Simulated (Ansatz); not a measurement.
Data:

NbP:
```xyz
6
Lattice="5.5892 0.0000 0.0000 -2.7946 4.8404 0.0000 0.0000 0.0000 4.0111" Properties=species:S:1:pos:R:3 pbc="T T T"
Nb     2.7946     0.0000     0.0000
Nb     1.3973     2.4202     0.0000
Nb    -1.3973     2.4202     0.0000
P      0.0000     0.0000     0.0000
P      0.0000     3.2269     2.0055
P      2.7946     1.6135     2.0055
```

This is the PBE-relaxed structure.

**Question.** All from PBE (plane waves, PAW; program Ansatz), unless another level is named. Predict the electronic character.

**Answer.** metallic (no gap).

**Question.** And the formation energy from the elements (no fitted shifts)?

**Answer.** -44 kJ/mol of atoms.

**Question.** Give the density of states at the Fermi level.

**Answer.** 0.53 states/eV per atom (mean over ±0.08 eV).

Space group P6/mmm. A made-up cell: these elements were put on the sites of a structure type; neither database checked (COD, Materials Project) lists it. COD files the formula under space group No. 141, so this cell is another polymorph or a model. Whether it is the stable phase at ambient conditions was not checked. Symmetry was held in the PBE relaxation; whether a distortion lowers the energy is not shown. No spin polarisation was allowed. The references are the lowest solids computed at this level, not always the standard phases. Spin–orbit coupling is left out wherever it is not named.

Potentials: the later of the program's two PAW sets.
